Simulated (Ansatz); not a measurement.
Theory: DFT PBE, scalar-relativistic, plane waves, PAW in Ansatz 0.2.0. All cells share a 420 eV cutoff and Γ-centred k meshes spaced at most about 0.3 Å⁻¹ (about 0.25 or finer for metals, 2π included). No spin polarisation in the final relaxations.

All energies are static (0 K, no zero-point motion).

Two relaxed structures of Cd5HgO6:

A.

Space group P-3m1 (No. 164). a = 3.387 Å, b = 3.387 Å, c = 16.644 Å, α = 90.00°, β = 90.00°, γ = 120.00°
```json
{"atom": "Cd", "site": "2d", "symmetry": "3m.", "x": "0.6667", "y": "0.3333", "z": "0.6706"}
{"atom": "Cd", "site": "2d", "symmetry": "3m.", "x": "0.6667", "y": "0.3333", "z": "0.1647"}
{"atom": "Cd", "site": "1a", "symmetry": "-3m.", "x": "0.0000", "y": "0.0000", "z": "0.0000"}
{"atom": "Hg", "site": "1b", "symmetry": "-3m.", "x": "0.0000", "y": "0.0000", "z": "0.5000"}
{"atom": "O", "site": "2d", "symmetry": "3m.", "x": "0.3333", "y": "0.6667", "z": "0.5903"}
{"atom": "O", "site": "2c", "symmetry": "3m.", "x": "0.0000", "y": "0.0000", "z": "0.2469"}
{"atom": "O", "site": "2d", "symmetry": "3m.", "x": "0.3333", "y": "0.6667", "z": "0.0823"}
```

B.

Space group C2/m (No. 12). a = 5.927 Å, b = 3.421 Å, c = 17.373 Å, α = 90.00°, β = 96.88°, γ = 90.00°
```csv
atom,site,symmetry,x,y,z
Cd,4i,m,0.2229,0.0000,0.6851
Cd,4i,m,0.8889,0.5000,0.1573
Cd,2a,2/m,0.0000,0.0000,0.0000
Hg,2d,2/m,0.0000,0.5000,0.5000
O,4i,m,0.0323,0.5000,0.6157
O,4i,m,0.0833,0.0000,0.2357
O,4i,m,0.6945,0.0000,0.0786
```

**Question.** Which would you expect to be lower, and how large is the difference?

**Answer.** B is lower, by 42 meV/atom. A has Cd and Hg ordered on rock salt sites, space group P-3m1 (No. 164), 13.8 Å³/atom and no gap on its mesh; B has space group C2/m (No. 12), 14.6 Å³/atom and no gap. Counting O atoms around Cd and Hg (those within 1.25 times the shortest such distance or 1.15 times the sum of covalent radii, 1.27 where that leaves under three; the shortest distance is added where it exceeds 1.18 times the sum of covalent radii), A has Cd 6, Hg 6 from 2.5 Å and B has Cd 6, Hg 2. The lower one is the more open, so pressure narrows the difference. In A, Cd on a site of symmetry 3m is surrounded by 6 O at 2.37–2.39 Å; Hg is surrounded by 6 O at 2.47 Å; around O on its first site lie 3 Cd at 2.37 Å and 3 Hg at 2.47 Å; 4 more sites not described. In B, Cd on a site of symmetry m is surrounded by 6 O at 2.31–2.40 Å; around Hg lie 2 O at 2.00 Å; around O on its first site lie 1 Hg at 2.00 Å and 3 Cd at 2.31 Å; 4 more sites not described. Both come from invented guesses.

Spin–orbit coupling, which can matter for Hg, is left out. Cells relaxed within their symmetry can be saddle points. The C2/m cell of Cd5HgO6 came from shaking the P-3m1 one.
